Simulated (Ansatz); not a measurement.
Ga3Pt2 (La2O3 or Ni2Al3 type, space group No. 164), the program Ansatz at the PBE level (PAW), all energies at zero smearing, with the estimated change up to a 700 eV cutoff added, with one set of potentials and settings (totals compare only within such a set). Cell of 5 atoms (2 Pt, 3 Ga): -36398.037 eV.

```json
[
 {"element": "Pt", "reference phase": "Fm-3m, 1 atoms in the cell", "E (eV/atom)": "-12523.0127"},
 {"element": "Ga", "reference phase": "Cmce, 4 atoms in the cell", "E (eV/atom)": "-3783.0209"}
]
```

Formation energy per atom, worked out: (-36398.037 − 2×(-12523.0127) − 3×(-3783.0209))/5 = -0.590 eV/atom (-57 kJ per mol of atoms), at 0 K, without zero-point energy or fitted corrections.

Space group P-3m1 (La2O3 or Ni2Al3 type). The workflow started from an entry of the Crystallography Open Database (COD). Its standing as an ambient phase is unchecked. The PBE relaxation kept the symmetry of its start; whether a distortion lowers the energy is not shown. The run is not spin-polarised. The references are the lowest solids computed at this level, not always the standard phases. Spin–orbit coupling is left out wherever it is not named.

Potentials: the later of the program's two PAW sets.
